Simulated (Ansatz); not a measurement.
In PBE in the plane-wave PAW code Ansatz, AlNi in the rock salt structure (Fm-3m) relaxes to a = 4.857 Å. Ni has 6 nearest neighbours from 2.43 Å (octahedral); Al has 6 nearest neighbours from 2.43 Å (octahedral). Its formation energy from the elements is -0.029 eV/atom, with no fitted shifts.

Electronic character: metallic (no gap). The magnetic state found is non-magnetic (starting moments vanished).

An equation-of-state fit gives a bulk modulus of 110 GPa.

The start of the workflow was typed in or built on a structure type; neither database checked (COD, Materials Project) lists it. It is not the phase usual at ambient conditions (space group No. 221). The cell was relaxed with PBE under the symmetry of its start; whether a distortion lowers the energy is not shown. The workflow began spin-polarised and lost its moments. The references are the lowest solids computed at this level, not always the standard phases.

Potentials: the earlier of the program's two PAW sets.
